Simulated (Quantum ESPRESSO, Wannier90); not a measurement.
# Wannierisation of ZrO₂ (P4₂/nmc)

```
ZrO2
1.0
    3.60017     0.00000     0.00000
    0.00000     3.60017     0.00000
    0.00000     0.00000     5.22516
Zr O
2 4
Direct
  0.00000   0.00000   0.00000
  0.50000   0.50000   0.50000
  0.00000   0.50000   0.30177
  0.00000   0.50000   0.80177
  0.50000   0.00000   0.19823
  0.50000   0.00000   0.69823
```

Materials Project entry mp-2574; symmetrised, unrelaxed at this level. COD (Crystallography Open Database) has the formula in 4 space groups, this one among them (matched by group alone). Method: PBE plane waves in Quantum ESPRESSO 7.5 (PseudoDojo norm-conserving files, 68 Ry, no spin polarisation, no spin-orbit coupling), Bloch states on a 8×8×6 mesh through Γ, Wannier90 4.0.1. Density: 8×8×6 mesh, cold smearing 0.01 Ry.

Base run: 22 functions from bands 13-50 of the 50 computed, start hydrogen-like Zr: d; O: p, centres 0.05 Å off the atoms, frozen window up to 5.57 eV relative to the valence-band maximum, outer window open. Rows change the key named; with other orbitals the number of functions and the frozen window follow, as listed; window edges are relative to the valence-band maximum. The misfit compares interpolated bands with pw.x on a high-symmetry path, for states up to 5.1 eV relative to the valence-band maximum. Converged means that the tolerances were met: symmetric starts can stop on a saddle, which shows as a larger Ω_OD at equal Ω_I and can move the misfit too.

```
setting  functions  frozen to (eV)  Ω_I (Å²)  Ω_D (Å²)  Ω_OD (Å²)  rms misfit (meV)  worst (meV)      ended
-------  ---------  --------------  --------  --------  ---------  ----------------  -----------  ---------
base            22            5.57     21.22      0.02       0.33               0.1          0.7  converged
```

### Question
Starting from this base row, predict which settings stop with an error, and how Ω_I and the misfit move in the others: only the lowest 24 of the kept bands; only the lowest 34 of the kept bands; dis_mix_ratio = 1.0.

### Answer
```json
[
 {"setting": "only the lowest 24 of the kept bands", "functions": "22", "frozen to (eV)": "5.57", "Ω_I (Å²)": "22.07", "Ω_D (Å²)": "0.02", "Ω_OD (Å²)": "0.55", "rms misfit (meV)": "0.1", "worst (meV)": "0.7", "ended": "converged"},
 {"setting": "only the lowest 34 of the kept bands", "functions": "22", "frozen to (eV)": "5.57", "Ω_I (Å²)": "21.32", "Ω_D (Å²)": "0.02", "Ω_OD (Å²)": "0.36", "rms misfit (meV)": "0.1", "worst (meV)": "0.8", "ended": "converged"},
 {"setting": "dis_mix_ratio = 1.0", "functions": "22", "frozen to (eV)": "5.57", "Ω_I (Å²)": "21.21", "Ω_D (Å²)": "0.02", "Ω_OD (Å²)": "0.34", "rms misfit (meV)": "0.1", "worst (meV)": "0.8", "ended": "converged"}
]
```
